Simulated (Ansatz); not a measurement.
PbI2 (CdI2 type)

```xyz
3
Lattice="4.5593 0.0000 0.0000 -2.2796 3.9485 0.0000 0.0000 0.0000 6.9727" Properties=species:S:1:pos:R:3 pbc="T T T"
Pb     0.0000     0.0000     0.0000
I      0.0000     2.6323     1.8890
I      2.2796     1.3162     5.0836
```

The slice is a (1 -1 0 0) plane (indices of the conventional cell) through the point (0.333, 0.667, 0.271) (fractional), spanned by u = [110] and v = [001] in vectors of this cell: u (4.56 Å) and v (6.97 Å, at 90° to u). It covers one period; positions are fractions (u, v).

All values below come from PBE-D3(BJ) (plane waves to 420 eV, PAW, scalar-relativistic; Ansatz, a quantum-chemistry and plane-wave program). k mesh 8×8×5. Near the nuclei the fields are pseudised (PAW); where an atom keeps semicore shells as valence, they peak there. PbI2 was relaxed with its symmetry unable to fall. Spin-orbit coupling is left out, though I and Pb are heavy. The PAW data are Ansatz's earlier set.

Sketch the electrostatic potential energy of an electron, from the cell's mean on this plane as a map.


```
|xxxxxx  ++##%%%%##++  xxxx|
|xxxxxx..**########**..xxxx|
|    ..++**++++++++**++..  |
|==++****++==::::==++****++|
|%%%%####++--....--++####%%|
|%%%%%%##++--....--++##%%%%|
|%%%%%%##**==----==**##%%%%|
|@@%%%%##**++====++**##%%%%|
|@@@@%%%%##++====++##%%%%@@|
|@@@@@@%%##++----++##%%@@@@|
|@@@@@@%%##++----++##%%@@@@|
|@@@@@@@@%%**++++**%%@@@@@@|
|@@@@@@@@%%########%%@@@@@@|
|@@@@@@@@@@@@%%%%@@@@@@@@@@|
|%%@@@@@@@@@@@@@@@@@@@@@@@@|
|++**##%%@@@@@@@@@@@@%%##**|
|    ::**%%@@@@@@@@%%**::  |
|xxxxxx::##@@@@@@@@##::xxxx|
|xxxxxx  **%%@@@@%%**  xxxx|
|xxxxxx  ++%%@@@@%%++  xxxx|
```
Scale: ten equal steps from -2.00 (start of ' ') to 6.60 (end of '@'), in the order ' .:-=+*#%@'. Values: electrostatic potential energy of an electron, from the cell's mean, in eV. The map has 13 points along u (two characters each, u = 0 at the left) and 20 along v (v = 0 in the bottom row). Points within 1 Å of a nucleus are blanked (x), as the pseudised field means little there. Values under -2 eV are set to -2. The zero, the cell's mean, hangs on the PAW cores.
